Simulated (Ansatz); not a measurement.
**SnO2: all-electron results**

```xyz
6
Lattice="4.7374 0.0000 0.0000 0.0000 4.7374 0.0000 0.0000 0.0000 3.1864" Properties=species:S:1:pos:R:3 pbc="T T T"
Sn    0.0000    0.0000    0.0000
Sn    2.3687    2.3687    1.5932
O     1.4478    1.4478    0.0000
O     0.9208    3.8165    1.5932
O     3.2895    3.2895    0.0000
O     3.8165    0.9208    1.5932
```

Atom numbers follow the list: Sn1, Sn2, O3, O4, O5, O6.

Structure: COD 2101853, as refined from experiment and not relaxed.

Spin–orbit coupling is left out, though it moves levels of the heavy atoms by tenths of an eV or more.

All numbers are computed: DFT, LDA, all-electron LAPW, scalar-relativistic (Ansatz 0.2.0); DFT, LDA, PAW with Ansatz's default frozen-core files, scalar-relativistic (Ansatz 0.2.0); DFT, LDA, all-electron PAW with datasets made for the crystal, scalar-relativistic (Ansatz 0.2.0).

For LAPW: a Γ-centred 4×4×6 k mesh, Fermi–Dirac smearing of 0.03 eV, basis error target 1 meV/atom, no spin polarisation. PAW takes a cutoff of 420 eV at this cell (files made with PBE, cores remade for this functional). The crystal-made all-electron datasets (AE datasets) take a cutoff of 460 eV at this cell. The Ansatz runs share mesh, smearing and spin set-up. Values come from LAPW unless marked.

No spin–orbit coupling: at heavy atoms the gradients can be off by tens of per cent for that reason.

* Pressure at this cell: -0.91 GPa
* Band gap: 1.11 eV, direct at Γ
* Stress xx, yy, zz (compression positive): -1.11, -1.11, -0.52 GPa
* Largest force: 0.00138 Ha/bohr on O3
* Löwdin charges (with 0.25 e of the cell spilling out of the atomic basis, so their sizes and signs hang on that basis): Sn1 1.63, O3 -0.75 e
* Bader charges (from the PAW run): Sn1 +2.44, O3 -1.22 e
* Field gradients Vzz (crystal-made datasets): Sn1 5.69 (η = 0.55), O3 -10.39 (η = 0.13) in 10²¹ V/m²
* Volume per atom: 11.92 Å³
